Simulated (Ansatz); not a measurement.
Space group P6_3/mmc (No. 194). a = 2.514 Å, b = 2.514 Å, c = 16.503 Å, α = 90.00°, β = 90.00°, γ = 120.00°
```json
{"atom": "C", "site": "4e", "symmetry": "3m.", "x": "0.0000", "y": "0.0000", "z": "0.0467"}
{"atom": "C", "site": "4f", "symmetry": "3m.", "x": "0.3333", "y": "0.6667", "z": "0.0779"}
{"atom": "C", "site": "4f", "symmetry": "3m.", "x": "0.3333", "y": "0.6667", "z": "0.1712"}
{"atom": "C", "site": "4f", "symmetry": "3m.", "x": "0.3333", "y": "0.6667", "z": "0.7974"}
```

Equation of state of this C structure (not necessarily the ground state), with shape and atoms relaxed at each volume where symmetry leaves them free. Method: DFT r2SCAN, scalar-relativistic, plane waves, PAW (Ansatz 0.2.0).

Cutoff 500 eV; k points 12×12×2 on the computed 16-atom cell (Γ-centred); Gaussian smearing, width 0.02 eV; no spin polarisation.

```
V (Å³/atom) E − E(largest V) (meV/atom) P (GPa) gap on mesh (eV)
      4.967                        70.79    72.65              4.99
      5.136                         6.02    50.47              4.90
      5.305                       -36.91    31.23              4.81
      5.474                       -60.88    14.52              4.73
      5.644                       -68.38     0.00              4.65
      5.813                       -61.55   -12.62              4.57
      5.982                       -42.28   -23.60              4.50
      6.208                         0.00   -36.02              4.40
```

**Question.** Fit a third-order Birch–Murnaghan equation to E(V).

**Answer.** V0 = 5.64 Å³/atom, B0 = 451 GPa, B0' = 3.7.

The gaps are read on the mesh, which can miss the band edges, so they can be too wide.

Cost: 8 runs of about 11 core-minutes in all, on Arm Neoverse V1 (shared hosts).